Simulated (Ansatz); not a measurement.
**Quadrupolar parameters in SnSe₂**

The cell is a structure deposited in the COD, its atoms then relaxed with PBE in this cell.

```
Sn Se
1.0
     3.81100    0.00000    0.00000
    -1.90550    3.30042    0.00000
     0.00000    0.00000    6.13600
Sn Se
1 2
Direct
  0.00000 0.00000 0.00000
  0.33333 0.66667 0.26170
  0.66667 0.33333 0.73830
```

Atoms are numbered from 1 in the order listed; like atoms form one site, named after its first atom.

Method: Kohn–Sham DFT in Ansatz, PBE, plane waves and PAW, scalar-relativistic, 420 eV cutoff, Γ-centred 13×13×7 k-points, Fermi–Dirac smearing 0.02 eV.

Conventions: |V_zz| ≥ |V_yy| ≥ |V_xx|, η = (V_xx − V_yy)/V_zz, C_Q = eQV_zz/h. Directions are in the Cartesian axes of the cell vectors above, for the atom listed; none is given where the gradient is under 0.02 or η is above 0.95.

Q: What field gradients does the calculation give at each kind of site?

A: 

| site | first atom | first shell | V_zz (10²¹ V/m²) | η | direction of V_zz (x, y, z) |
| --- | --- | --- | --- | --- | --- |
| Sn | 1 | 6 Se at 2.72 Å | -0.18 | 0.00 | 0.00 0.00 1.00 |
| Se | 2 | 3 Sn at 2.72 Å | -4.64 | 0.00 | 0.00 0.00 1.00 |

An axis of threefold or higher order runs through Sn and Se, so V_zz lies along it and η is zero.

Without spin–orbit coupling (the program notes it for Sn) the gradients can shift somewhat, as the gap is small.
